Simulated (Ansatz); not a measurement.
Problem. Each is relaxed and computed with PBE in the plane-wave PAW code Ansatz. Which is the only metal?
(A) SiN2, Pa-3 (Si on 4a, N on 8c)
(B) SiB12C2, R-3m (B on 18h, B on 18h, C on 6c, Si on 3b)
(C) SiC, zinc blende
(D) Si2W, Fddd (Si on 16f, W on 8a)

Solution. D, Si2W, Fddd (Si on 16f, W on 8a). Si2W: metal; SiC: gap 1.37 eV (indirect); SiB12C2: gap 1.61 eV (indirect); SiN2: gap 5.04 eV (indirect). Constructed cells (a structure type filled with these elements, in neither database checked): Si2W, Fddd (Si on 16f, W on 8a). Typed or built starts, not in the databases checked: SiB12C2, R-3m (B on 18h, B on 18h, C on 6c, Si on 3b); SiN2, Pa-3 (Si on 4a, N on 8c). Not the usual ambient phase: Si2W, Fddd (Si on 16f, W on 8a). All cells were relaxed under the symmetry of their starts (and spin orders); stability against distortions was not tested throughout. Rows with no word on spin ran without spin polarisation. Scalar-relativistic: spin–orbit coupling is off unless named, which matters more the heavier the elements.

Potentials: the earlier of the program's two PAW sets.
